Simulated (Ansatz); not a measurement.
The relaxed structure here is a generated cell of ScSi: the first start was made by placing the elements on the sites of a structure type, and the end was not matched to a known phase here, so it may be hypothetical.

One stationary structure of ScSi. Space group R-3m (No. 166). Calculation: PBEsol (plane waves to 420 eV, PAW, scalar-relativistic; Ansatz, a first-principles code).

```cif
data_ScSi
_chemical_formula_sum 'Sc1 Si1'
_space_group_name_H-M_alt 'P 1'
_space_group_IT_number 1
_cell_length_a 3.36022
_cell_length_b 3.36022
_cell_length_c 3.36022
_cell_angle_alpha 79.284
_cell_angle_beta 79.284
_cell_angle_gamma 79.284
loop_
_space_group_symop_operation_xyz
  'x, y, z'
loop_
_atom_site_label
_atom_site_type_symbol
_atom_site_fract_x
_atom_site_fract_y
_atom_site_fract_z
_atom_site_occupancy
Sc1 Sc 0.00000 0.00000 0.00000 1
Si1 Si 0.50000 0.50000 0.50000 1
```

```yaml
volume_per_atom: 18.09 Å³
density: 3.35 g/cm³
band_gap: no gap (metallic)
shortest_distances: Sc–Si 2.72 Å; Sc–Sc 3.36 Å; Si–Si 3.36 Å
k-mesh: 14×14×14
```

Band energies at high-symmetry points (eV from the Fermi level; labels of this space group; no spin-orbit coupling), from −5 eV up to 2.1 eV:

```csv
point,energies
Γ,-0.21 -0.21
T,-4.61 -3.91 -2.84 -2.84
H2,-3.39 -2.57 -1.73
H0,-3.39 -2.57 -1.73
L,-4.96 -0.86 0.96 1.43
S0,-3.08 -2.38 -0.01 1.53 2.04
S2,-3.08 -2.38 -0.01 1.53 2.04
F,-3.14 -1.71 -0.66 1.92 1.93
```

No spin polarisation in the result. The relaxed primitive cell holds an odd number of electrons. A magnetic state may lie lower.

The run could not lose the symmetry of its start: the end is stationary, and may be a saddle point rather than a minimum.
